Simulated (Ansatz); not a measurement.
## NMR crystallography of HfO2 with Au replacing Hf: given against relaxed positions

Start: a supercell of HfO2 (fluorite type, Fm-3m) built from a structure deposited in the COD, with all atoms left at the host's positions.

```cif
data_Hf7AuO16
_symmetry_space_group_name_H-M 'Fm-3m'
_symmetry_Int_Tables_number 225
_cell_length_a 10.2300
_cell_length_b 10.2300
_cell_length_c 10.2300
_cell_angle_alpha 90.000
_cell_angle_beta 90.000
_cell_angle_gamma 90.000
loop_
_atom_site_label
_atom_site_type_symbol
_atom_site_symmetry_multiplicity
_atom_site_Wyckoff_symbol
_atom_site_fract_x
_atom_site_fract_y
_atom_site_fract_z
Au Au 4 a 0.0000 0.0000 0.0000
Hf2 Hf 24 d 0.2500 0.2500 0.0000
Hf8 Hf 4 b 0.5000 0.5000 0.5000
O9 O 32 f 0.1250 0.1250 0.1250
O12 O 32 f 0.6250 0.3750 0.3750
```

One atom of each set is listed; the run and its k-mesh use a cell of 24 atoms with edges of 7.23, 7.23, 7.23 Å.

Method: Kohn–Sham DFT in Ansatz, PBE, plane waves and PAW, scalar-relativistic, 420 eV cutoff, Γ-centred 3×3×3 k-points, Fermi–Dirac smearing 0.01 eV, cell charge -1.

The largest force at the start is 1.7 eV/Å. Relaxing the ions at fixed cell moves them by 0.115 Å at most (atom 24, O) and 0.068 Å rms. End positions:

Au (0.0000, 0.0000, 0.0000)
Hf2 (0.2500, 0.2500, 0.0000)
Hf8 (0.5000, 0.5000, 0.5000)
O9 (0.1315, 0.1315, 0.1315)
O12 (0.6233, 0.3767, 0.3767)

| site | moved (Å) | first shell before | first shell after | V_zz before (10²¹ V/m²) | η before |
| --- | --- | --- | --- | --- | --- |
| Au | 0.000 | 8 O at 2.21 Å | 8 O at 2.33 Å | 0.00 | – |
| Hf2 | 0.000 | 8 O at 2.21 Å | 8 O at 2.18–2.22 Å | -4.58 | 0.88 |
| O9 | 0.115 | 1 Au at 2.21 Å, 3 Hf at 2.21 Å | 3 Hf at 2.18 Å, 1 Au at 2.33 Å | 3.84 | 0.00 |
| O12 | 0.030 | 4 Hf at 2.21 Å | 4 Hf at 2.19–2.22 Å | 0.31 | 0.00 |

(1) What are V_zz and η after the relaxation?

Results:

(1) 

| site | V_zz after | η after | change of V_zz |
| --- | --- | --- | --- |
| Au | 0.00 | – | 0.00 |
| Hf2 | 7.90 | 0.16 | – |
| O9 | 4.09 | 0.00 | +0.25 |
| O12 | -0.10 | 0.00 | -0.41 |

The largest change of V_zz along a kept axis is on O12, from 0.31 to -0.10. The whole tensor moves most on Hf2, by 4.86 along its most changed direction. In per cent, |V_zz| changes by +7 on O (all sites that start above 2, bar those whose gradient vanishes or changes sign or whose main axis turns by over 40°). V_zz changes sign on O12 (same axis). On Hf2 the largest principal value lies along another axis in the second run, so the two V_zz can't be compared directly. Other sites without a gradient aren't listed.

The run isn't spin-polarised, and a state with spin may lie lower. The defect repeats with the cell of 24 atoms, so it feels its images: sites between two images don't show the values beside a lone defect, and zeros or small values of η there can come from the images' arrangement. This high-symmetry form of HfO2 is unstable when cold, to shifts of the oxygen columns, towards the tetragonal form. The symmetry of the cell holds that distortion back, wholly or in part, and it would change the field gradients, the more the larger the distortion. A uniform background compensates the cell's charge. The defect cell has no gap above 0.1 eV on its mesh, so the values can hang on the smearing and the k-mesh. Without spin–orbit coupling the gradients at and beside Au and Hf can be off by some per cent, at some sites by more.
Before: The neighbours have not yet relaxed around the defect (largest force 1.7 eV/Å), so a real crystal will differ.
After: The relaxation keeps the site symmetry m-3m of the start, so the impurity can't leave its site; a distortion that would localise the partly filled state isn't explored.
